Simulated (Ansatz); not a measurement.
FeGe in space group P2_13 (No. 198; Ge on 4a, Fe on 4a), plane-wave PAW PBEsol (Ansatz code), all energies at zero smearing, with the estimated change up to a 700 eV cutoff added, with one set of potentials and settings (totals compare only within such a set). Cell of 8 atoms (4 Ge, 4 Fe): -34810.993 eV.

```csv
element,reference phase,E (eV/atom)
Ge,"Fd-3m, 2 atoms in the cell",-4253.4978
Fe,"Im-3m, 1 atoms in the cell, spin-polarised",-4448.8520
```

Formation energy per atom, worked out: (-34810.993 − 4×(-4253.4978) − 4×(-4448.8520))/8 = -0.199 eV/atom (-19 kJ per mol of atoms), at 0 K, without zero-point energy or fitted corrections.

The PBEsol relaxation kept the symmetry of its start. Magnetic state: ferromagnetic, chosen from 4 collinear starts compared on coarse meshes (ties went to the first, and starts can fall back to one state), not a proven ground state. The references are the lowest solids computed at this level, not always the standard phases.

Potentials: the later of the program's two PAW sets.
